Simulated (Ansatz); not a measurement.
MoS2 at a changed volume: Field gradients at the nuclei

The cell is a COD entry, relaxed with PBE at fixed cell and then changed (volume scaled by 0.94, ions relaxed).

```xyz
6
Lattice="3.0759 0.0000 0.0000 -1.5380 2.6638 0.0000 0.0000 0.0000 12.2742" Properties=species:S:1:pos:R:3 pbc="T T T"
Mo    0.0000    1.7759    3.0686
Mo    1.5380    0.8879    9.2057
S     0.0000    1.7759    7.6132
S     1.5380    0.8879    1.4761
S     0.0000    1.7759   10.7981
S     1.5380    0.8879    4.6610
```

Sites (sets of like atoms) are named by element and the number of their first atom in this list.

Computed with Ansatz: DFT, PBE, plane waves and PAW, scalar-relativistic, collinear spin, 420 eV cutoff, Γ-centred 16×16×4 k-points, Fermi–Dirac smearing 0.02 eV. Start moments as typed (μB): 2 on each Mo, none on the rest.

V_zz is the principal component of the electric field gradient with the largest magnitude, η = (V_xx − V_yy)/V_zz and C_Q = eQV_zz/h.

95Mo: I = 5/2, Q = -22.00 mb; 33S: I = 3/2, Q = -69.40 mb. Quadrupole moments are those of Pyykkö's year-2017 table.

| site | atoms (order as listed) | first shell | V_zz (10²¹ V/m²) | η | C_Q (MHz) |
| --- | --- | --- | --- | --- | --- |
| Mo | 1, 2 | 6 S at 2.39 Å | -6.26 | 0.00 | 3.33 |
| S | 3, 4, 5, 6 | 3 Mo at 2.39 Å | -4.73 | 0.00 | 7.94 |

An axis of threefold or higher order runs through Mo and S, so V_zz lies along it and η is zero.

Without spin–orbit coupling (the program notes it for Mo) the gradients can shift somewhat, as the gap is small. At this changed cell the PBE pressure is 9 GPa. The start moments die out, and the run ends without spin.
